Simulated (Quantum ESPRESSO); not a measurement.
## Calculated data, SiGe (made-up cell)

Computed with Quantum ESPRESSO 7.5. Calculation on a made-up crystal cell, not a measurement: periodic Kohn-Sham density functional theory in plane waves with PseudoDojo standard norm-conserving scalar-relativistic pseudopotentials, each functional with its own files (v0.5 for PBE, v0.4.1 for LDA and PBEsol), no spin polarisation, no spin-orbit coupling, atoms not relaxed, stress positive in tension, energies less a fixed whole-eV offset for each atom's element; levels are Kohn-Sham levels at fractions of this cell's reciprocal vectors, counted from the reference band (half the neutral cell's valence electrons, rounded up) at Gamma; error bars cover cutoff and k-mesh only, not smearing or the files; added strain carries the atoms with the cell, and shear is the tensor component; each bar is the largest change over components, and at least 0.002 eV, 0.002 eV per angstrom or 0.02 GPa; energies are for the whole cell, and the offsets were chosen from early runs and are not element reference energies.

```xyz
8
Lattice="5.7101 0.0000 0.0000 0.0000 5.7101 0.0000 0.0000 0.0000 5.7101" Properties=species:S:1:pos:R:3 formula=SiGe lattice_type=zincblende/diamond functional=pbe cutoff=1061 fermi_dirac_smearing=0.1 scf_tolerance=1e-07 electrons_removed=0 k_mesh=6_x_6_x_6,shifted_by_half_a_step
Ge     0.0083    -0.0075    -0.0367
Si     0.0954     2.8111     2.8348
Ge     2.8811     0.0354     2.8329
Si     2.8373     2.8626    -0.0337
Ge     1.4202     1.3897     1.4404
Si     1.4213     4.2265     4.3297
Ge     4.3282     1.4515     4.3087
Si     4.2642     4.3118     1.3942
```

Units: cutoff, fermi_dirac_smearing, scf_tolerance in eV.

Atoms:
| atoms element | atom site | atom energy offset (eV) |
| --- | --- | --- |
| Ge | 1 | -2430 |
| Si | 2 | -115 |
| Ge | 3 | -2430 |
| Si | 4 | -115 |
| Ge | 5 | -2430 |
| Si | 6 | -115 |
| Ge | 7 | -2430 |
| Si | 8 | -115 |

## Withheld values
1. SiGe (made-up cell): stress xx?
2. What stress xy does the calculation give for SiGe (made-up cell)?

Calculated values
1. 3.301 GPa
2. 1.096 GPa

Further results for SiGe (made-up cell):

- free energy less offsets: -2.26 eV
- smearing term minus ts: -0.005608 eV
- scf iterations: 9
- pressure: -3.308 GPa
- stress yy: 3.319 GPa
- stress zz: 3.304 GPa
- stress yz: -0.2432 GPa
- stress xz: -0.3618 GPa
- error bar energy: 0.002817 eV
- error bar stress: 0.02 GPa
- error bar force: 0.002 eV/Å
- error bars from: tighter rerun of this cell

Forces:
| site | x (eV/Å) | y (eV/Å) | z (eV/Å) |
| --- | --- | --- | --- |
| 1 | -0.0744 | -0.6241 | 0.4046 |
| 2 | -0.9683 | 1.002 | 0.188 |
| 3 | 0.0106 | -0.9135 | 0.652 |
| 4 | 0.2699 | 0.144 | 0.6395 |
| 5 | 0.3567 | 0.5228 | -0.6036 |
| 6 | 0.296 | 0.1693 | -0.8823 |
| 7 | -0.2153 | 0.5183 | -0.5846 |
| 8 | 0.3247 | -0.8186 | 0.1864 |
